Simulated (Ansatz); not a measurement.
**MgTl under compression and expansion**

```
CELL_PARAMETERS angstrom
3.63500 0.00000 0.00000
0.00000 3.63500 0.00000
0.00000 0.00000 3.63500
ATOMIC_POSITIONS crystal
Mg 0.00000 0.00000 0.00000
Tl 0.50000 0.50000 0.50000
```

The conventional cell has a = 3.635 Å, b = 3.635 Å, c = 3.635 Å, α = 90.00°, β = 90.00°, γ = 90.00°. Around Mg (atom 1) lie 8 Tl at 3.15 Å. Tl (atom 2) is surrounded by 8 Mg at 3.15 Å.

The cell is COD entry 1523145, as deposited and not checked against the literature; nothing was relaxed. It is an old determination, and later ones may differ.

No spin–orbit coupling, which matters for the heavy atoms here.

All numbers are computed: DFT, LDA, all-electron LAPW, scalar-relativistic (Ansatz 0.2.0); DFT, LDA, PAW with Ansatz's default frozen-core files, scalar-relativistic (Ansatz 0.2.0).

For LAPW: a Γ-centred 9×9×9 k mesh, Fermi–Dirac smearing of 0.05 eV, basis error target 0.5 meV/atom, no spin polarisation. PAW takes a cutoff of 420 eV at this cell (files made with PBE, cores remade for this functional). The Ansatz runs share mesh, smearing and spin set-up. Plane-wave (PAW) pressures include the program's estimate of the Pulay term.

The cell above is scaled evenly, with fractional coordinates and shape held.

```tsv
V/V(cell)	V (Å³/atom)	P, LAPW (GPa)	P, PAW (GPa)
0.9400	22.574	0.07	0.06
0.9600	23.054	-0.86	-0.87
0.9800	23.535	-1.68	-1.70
0.9900	23.775	-2.06	-2.07
1.0000	24.015	-2.41	-2.43
1.0100	24.255	-2.75	-2.76
1.0200	24.495	-3.06	-3.08
1.0400	24.976	-3.63	-3.65
1.0600	25.456	-4.13	-4.15
```

Task: What do Birch–Murnaghan fits to the pressures give?

Result: LAPW: V0 = 22.61 Å³/atom, B0 = 46 GPa, B0′ = 4.8; PAW: V0 = 22.60 Å³/atom, B0 = 46 GPa, B0′ = 4.8.

PAW's V0 lies -0.04 % from the all-electron value and its B0 0.1 %. Symmetry fixes shape and coordinates here, so this is the relaxed modulus.
